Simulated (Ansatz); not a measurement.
Pd (hcp (Mg type), space group No. 194) at seven volumes, plane-wave PAW r²SCAN (Ansatz code), shape and atoms relaxed at each. One row is withheld.

| V (Å³/atom) | P (GPa) |
|---|---|
| 13.681 | 22.14 |
| 14.132 | 13.29 |
| 14.583 | ? |
| 15.034 | 0.00 |
| 15.485 | -4.92 |
| 15.936 | -8.95 |
| 16.387 | -12.24 |

Q: Fit the shown pressures and predict the withheld one.

A: P = (3/2)B₀(x^(7/2) − x^(5/2))[1 + (3/4)(B′ − 4)(x − 1)] with x = (V₀/V)^(2/3). Least squares on the six rows gives V₀ = 15.034 Å³/atom, B₀ = 181 GPa, B′ = 5.56. At V = 14.583, x = 1.0205 and P = 6.00 GPa. The run itself gave 6.00 GPa.

Space group P6_3/mmc (hcp (Mg type)). The first step of the workflow began from a Materials Project structure, measured or hypothetical; the Crystallography Open Database copy checked does not list it. It is not the phase usual at ambient conditions (space group No. 225). The r²SCAN relaxation kept the symmetry of its start; whether a distortion lowers the energy is not shown. The final state is ferromagnetic, the only order run, not a proven ground state. Other orbital occupations within this spin state were not tried.

Potentials: the later of the program's two PAW sets.
